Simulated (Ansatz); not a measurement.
**SiGe, first-principles data**

SiGe:
```xyz
4
Lattice="1.9813 1.1439 6.4613 -1.9813 1.1439 6.4613 0.0000 -2.2878 6.4613" Properties=species:S:1:pos:R:3 pbc="T T T"
Si     0.0000     0.0000    18.2033
Si     0.0000     0.0000     1.1806
Ge     0.0000     0.0000     8.4463
Ge     0.0000     0.0000    10.9377
```

Space group R-3m (No. 166); conventional cell a = b = 3.9625 Å, c = 19.3840 Å, α = β = 90.00°, γ = 120.00°.

Method: PBE (plane waves, PAW; program Ansatz). Geometry: relaxed at this level of theory. Other levels are named where they apply.

**Cell and energy**

- Volume per atom: 21.97 Å³
- Density: 3.81 g/cm³
- Formation energy from the elements (no fitted shifts): 0.019 eV/atom

**Electronic structure**

* **Band gap**: 0.38 eV (indirect)
* **Valence-band maximum**: at Γ
* **Conduction-band minimum**: at F (3 equivalent valleys)
* **Smallest direct gap on the standard path**: 0.83 eV
* **Electron effective mass**: 0.11, 0.16, 0.59 mₑ (principal values)
* **Electron effective mass with spin–orbit coupling**: 0.11, 0.16, 0.59 mₑ (principal values)
* **Hole effective mass, band 1 of 2 at the edge**: 0.36 along x, 0.60 along z (mₑ)
* **Hole effective mass, band 2 of 2 at the edge**: 0.056 along x, 0.60 along z (mₑ)
* **Hole effective mass with spin–orbit coupling**: 0.097, 0.097, 0.60 mₑ (principal values)
* **Gap with spin–orbit coupling**: 0.32 eV

**Mechanics**

Bulk modulus (Birch–Murnaghan fit): 73.6 GPa
Pressure derivative B′: 4.6

The start of the workflow was typed in or built on a structure type; neither database checked (COD, Materials Project) lists it. Whether it is the stable phase at ambient conditions was not checked. Symmetry was held in the PBE relaxation; whether a distortion lowers the energy is not shown. The references are the lowest solids computed at this level, not always the standard phases. Scalar-relativistic: spin–orbit coupling is off unless named, which matters more the heavier the elements.

Potentials: the earlier of the program's two PAW sets.
